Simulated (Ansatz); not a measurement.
**Is this Ti₃B₂N structure a true minimum?**

It was reached by relaxing an invented guess, and it needn't be the stable form of this composition.

Theory: DFT PBE, scalar-relativistic, plane waves, PAW in Ansatz 0.2.0. Cutoff 420 eV; k points 12×12×6 on the computed 6-atom cell (Γ-centred); Gaussian smearing, width 0.10 eV; no spin polarisation.

The cell below (6 atoms, space group P-3m1 (No. 164)) is relaxed within its symmetry.

```xyz
6
Lattice="3.0930 0.0000 0.0000 -1.5465 2.6786 0.0000 0.0000 0.0000 7.8142" Properties=species:S:1:pos:R:3 pbc="T T T"
Ti    0.0000    1.7857    6.6073
Ti    1.5465    0.8929    1.2069
Ti    0.0000    0.0000    3.9071
B     0.0000    1.7857    2.5854
B     1.5465    0.8929    5.2289
N     0.0000    0.0000    0.0000
```

For the test a repeat of it with 12 atoms (edges 3.09, 5.36, 7.81 Å) was strained at random (σ = 1.5 % a component), the atoms were moved at random (σ = 0.05 Å), and all was relaxed again on a coarse 8×4×4 mesh (in the run’s order of axes) with 0.20 eV smearing, with no symmetry imposed.

Question: Does it come back?

Answer: It returns, within 1 meV/atom of the unmoved cell on that mesh and with the same symmetry when read at 0.1 Å. No instability shows in this cell; modes of other wave vectors, which need another repeat, aren't tested.
